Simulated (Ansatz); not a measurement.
**Structure relaxation, MnIrO3**

The relaxed structure here is a generated cell of MnIrO3: the first start was made by placing the elements on the sites of a structure type, and the end was not matched to a known phase here, so it may be hypothetical.

The start is a generated cell, MnIrO3 placed in the GdFeO3 structure type. A full variable-cell relaxation at zero pressure is run with r2SCAN (plane waves to 500 eV, PAW, scalar-relativistic; Ansatz, a quantum-chemistry and plane-wave program). The first steps use a coarse 4×3×4 k-mesh.

Input geometry:
```
CELL_PARAMETERS angstrom
      5.52887     0.00000     0.00000
      0.00000     7.80123     0.00000
      0.00000     0.00000     5.51042
ATOMIC_POSITIONS crystal
  Mn 0.48770 0.25000 0.99160
  Mn 0.98770 0.25000 0.50840
  Mn 0.51230 0.75000 0.00840
  Mn 0.01230 0.75000 0.49160
  Ir 0.00000 0.00000 0.00000
  Ir 0.50000 0.50000 0.50000
  Ir 0.00000 0.50000 0.00000
  Ir 0.50000 0.00000 0.50000
  O  0.03130 0.25000 0.05860
  O  0.53130 0.25000 0.44140
  O  0.96870 0.75000 0.94140
  O  0.46870 0.75000 0.55860
  O  0.28800 0.53700 0.21300
  O  0.78800 0.96300 0.28700
  O  0.71200 0.03700 0.78700
  O  0.21200 0.46300 0.71300
  O  0.71200 0.46300 0.78700
  O  0.21200 0.03700 0.71300
  O  0.28800 0.96300 0.21300
  O  0.78800 0.53700 0.28700
```
Spin-polarised start, with parallel moments on Mn.

Task: What pressure does the first self-consistent step give?

Result: -10 GPa (negative: the cell is under tension).

Task: By how much does the energy per atom fall from start to end?

Result: 0.34 eV/atom.

Task: How does the volume change?

Result: -12.4 %, from 11.88 to 10.41 Å³/atom.

Task: How do the shortest distances between atoms change?

Result: The closest pairs of elements (up to four, under 3.6 Å), start → end: Ir–O 1.98 → 2.01 Å; Mn–O 2.36 → 2.02 Å; O–O 2.72 → 2.70 Å; Ir–Mn 3.33 → 3.01 Å.

Task: What band gap does the relaxed structure have at this level?

Result: No gap: a half-metal at this level (one spin channel is gapped at the Fermi level).

Task: What magnetic moments remain?

Result: Net 0.80 μB/atom, ferrimagnetic.

The space group stays Pnma (No. 62) (the run could not lower it), with 20 atoms in the primitive magnetic cell. Final values are on a 7×5×7 k-mesh of the relaxed cell. Spin state reached: ferrimagnetic (net 0.80 μB/atom), from parallel starting moments; other spin orders were not run from this start. r2SCAN tends to overstate moments in metals. No Hubbard U is applied. A magnetic insulating state can be missed without it.

The run could not lose the symmetry of its start: the end is stationary, and may be a saddle point rather than a minimum.
